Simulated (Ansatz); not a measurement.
Relaxed TiSi2 (C49 type, space group Cmcm):

```
CELL_PARAMETERS angstrom
      1.76356    -6.76170     0.00000
      1.76356     6.76170     0.00000
      0.00000     0.00000     3.56562
ATOMIC_POSITIONS crystal
  Si 0.94171 0.05829 0.75000
  Si 0.05829 0.94171 0.25000
  Si 0.25028 0.74972 0.75000
  Si 0.74972 0.25028 0.25000
  Ti 0.60322 0.39678 0.75000
  Ti 0.39678 0.60322 0.25000
```

In this cell atom 2 (Si, nearest neighbour Si at 2.380 Å; its periodic images, 3.5 Å or more away, move with it) is moved by s towards the nearest neighbour, unit vector (0.000, 0.662, -0.749); all other atoms and the cell stay fixed.

The numbers are results of r2SCAN (plane waves to 500 eV, PAW, scalar-relativistic; Ansatz, a program for electronic structure), not measurements. k mesh 11×11×11 (Γ-centred), Fermi-Dirac smearing 0.05 eV. Energies are smeared free energies. With partly filled bands, energies and forces of such displacements shift with the k mesh and the smearing. The PAW data are Ansatz's earlier set. This is one of several known forms of TiSi2; the measured ambient cells at hand have space group No. 70. TiSi2 is run without spin polarisation. TiSi2 was relaxed with its symmetry unable to fall. The zero of ΔE is the undisplaced structure. The last digit holds for this mesh only.

| s (Å) | ΔE (meV/cell) |
|---|---|
| -0.710 | 2306.2 |
| -0.568 | 1528.9 |
| -0.426 | 899.9 |
| -0.284 | 422.2 |
| -0.142 | 112.6 |
| 0.000 | 0.0 |
| 0.142 | 133.7 |
| 0.284 | 600.9 |
| 0.426 | 1554.4 |
| 0.568 | withheld |
| 0.710 | 6097.4 |

Fit a polynomial form (powers 2, 3, 4) to the given rows and predict ΔE at s = 0.568.

Least squares on the 10 given rows: ΔE = (6065)·s² + (5207)·s³ + (4535)·s⁴, in meV/cell with s in Å; root-mean-square residual 44.09 meV/cell. At 0.568 the fit gives 3382.9 meV/cell; the calculation gives 3248.6 meV/cell, so the interpolation is off by 134.3 (+4.1 %). The quadratic term alone would give 1956.7 meV/cell.

(For displaced atoms, the force is minus the slope of the energy, and its curvature is a force constant, which sets phonon frequencies.)
